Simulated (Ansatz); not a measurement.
Relaxed-ion elastic tensor of Co3Mo (Cu3Au type, Pm-3m) in GPa (Voigt order), PBEsol in the plane-wave PAW code Ansatz; density 10.19 g/cm³, 11.11 Å³ per atom.

|  | 1 | 2 | 3 | 4 | 5 | 6 |
|---|---|---|---|---|---|---|
| 1 | 447 | 213 | 213 | 0.0 | 0.0 | 0.0 |
| 2 | 213 | 447 | 213 | 0.0 | 0.0 | 0.0 |
| 3 | 213 | 213 | 447 | 0.0 | 0.0 | 0.0 |
| 4 | 0.0 | 0.0 | 0.0 | 193 | 0.0 | 0.0 |
| 5 | 0.0 | 0.0 | 0.0 | 0.0 | 193 | 0.0 |
| 6 | 0.0 | 0.0 | 0.0 | 0.0 | 0.0 | 193 |

Q: Is the crystal mechanically stable?

A: Yes: the smallest eigenvalue of C is 193 GPa.

Q: Work out the Voigt, Reuss and Hill averages.

A: K_V = 291, K_R = 291, K_H = 291; G_V = 163, G_R = 153, G_H = 158 GPa.

Q: Give Young's modulus, Poisson's ratio, Pugh's ratio and the universal anisotropy index.

A: E = 9KG/(3K + G) = 401 GPa; ν = 0.27; K/G = 1.84 (near the Pugh limit of 1.75, no verdict); A_U = 5G_V/G_R + K_V/K_R − 6 = 0.31.

Q: Estimate the sound speeds and the Debye temperature.

A: v_l = √((K + 4G/3)/ρ) = 7020 m/s, v_t = √(G/ρ) = 3940 m/s, mean 4380 m/s; Θ = (h/k)(3n/4πV)^(1/3) v_m = 585 K.

A made-up cell: these elements were put on the sites of a structure type; the Crystallography Open Database copy checked does not list it. COD files the formula under space group No. 194. Whether it is the stable phase at ambient conditions was not checked. Symmetry was held in the PBEsol relaxation, as lowered by the spin order; whether a distortion lowers the energy is not shown. Spin order of the final state: ferrimagnetic, the only order run, not a proven ground state. As this level gives no gap, shear constants depend on the k-mesh and smearing (Fermi–Dirac, 0.1 eV here).

Potentials: the earlier of the program's two PAW sets. The files were generated under PBE; for other functionals the program regenerates the frozen cores, and for LDA and PBEsol the local potential too.
